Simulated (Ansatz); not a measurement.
## What a trial cell of YW3 relaxes into

The calculation used Ansatz, DFT r2SCAN, scalar-relativistic, plane waves, PAW. Cutoff 500 eV, Γ-centred k mesh, Gaussian smearing, no spin polarisation in the final step.

YW3 was placed on the Ni3Sn (D0_19) structure type (P6_3/mmc, No. 194), with Y in place of Sn, W in place of Ni, at a guessed volume.

```
Y W
1.0
     6.02008    0.00000    0.00000
    -3.01004    5.21354    0.00000
     0.00000    0.00000    4.83204
Y W
2 6
Direct
  0.33333 0.66667 0.25000
  0.66667 0.33333 0.75000
  0.83300 0.66600 0.25000
  0.16700 0.83300 0.75000
  0.33400 0.16700 0.25000
  0.16700 0.33400 0.75000
  0.83300 0.16700 0.25000
  0.66600 0.83300 0.75000
```

Steps on the 3×3×4 mesh (8 atoms). 11 of 11 steps are shown, and the free energy counts from the last. Trial steps that were taken back and renewals of the plane-wave basis can be among the rows.

```tsv
step	ΔF (meV/atom)	V (Å³/atom)	P (GPa)	largest force component (eV/Å)
1	418.3	18.96	-4.87	1.644
2	280.5	17.75	18.04	0.793
3	183.4	19.68	-3.12	0.776
4	102.3	20.18	-0.02	0.299
5	23.2	20.24	0.86	0.029
6	126.9	21.13	11.93	3.601
7	10.6	20.93	-2.27	0.190
8	4.1	20.60	-0.05	0.135
9	1.7	20.72	0.85	0.112
10	1.5	20.78	0.22	0.040
11	0.0	20.78	0.21	0.039
```

Steps on the 6×6×8 mesh (8 atoms). 4 of 6 steps are shown, and the free energy counts from the last.

| step | ΔF (meV/atom) | V (Å³/atom) | P (GPa) | largest force component (eV/Å) |
| --- | --- | --- | --- | --- |
| 1 | 5.6 | 20.78 | 0.67 | 0.148 |
| 2 | 1.9 | 20.61 | -1.30 | 0.232 |
| 3 | 0.0 | 20.56 | 0.20 | 0.007 |
| 6 | 0.0 | 20.61 | 0.00 | 0.001 |

A final relaxation ran on a 6×6×8 mesh. The relaxed crystal, P6_3/mmc (No. 194):

Space group P6_3/mmc (No. 194). a = 6.547 Å, b = 6.547 Å, c = 4.442 Å, α = 90.00°, β = 90.00°, γ = 120.00°
```json
{"atom": "Y", "site": "2c", "symmetry": "-6m2", "x": "0.3333", "y": "0.6667", "z": "0.2500"}
{"atom": "W", "site": "6h", "symmetry": "mm2", "x": "0.8646", "y": "0.7293", "z": "0.2500"}
```

For YW3, the volume per atom is 20.61 Å³, the density is 12.90 g/cm³ and the gap on the 6×6×8 mesh is 0 eV (a metal).

The final run used a 6×6×8 mesh on its 8-atom cell and 0.10 eV smearing. Spin–orbit coupling is left out.

A structure relaxed within its symmetry needn't be a true minimum.

Cost: 3 runs of about 6.3 core-minutes in all, on Arm Neoverse V2 (shared hosts).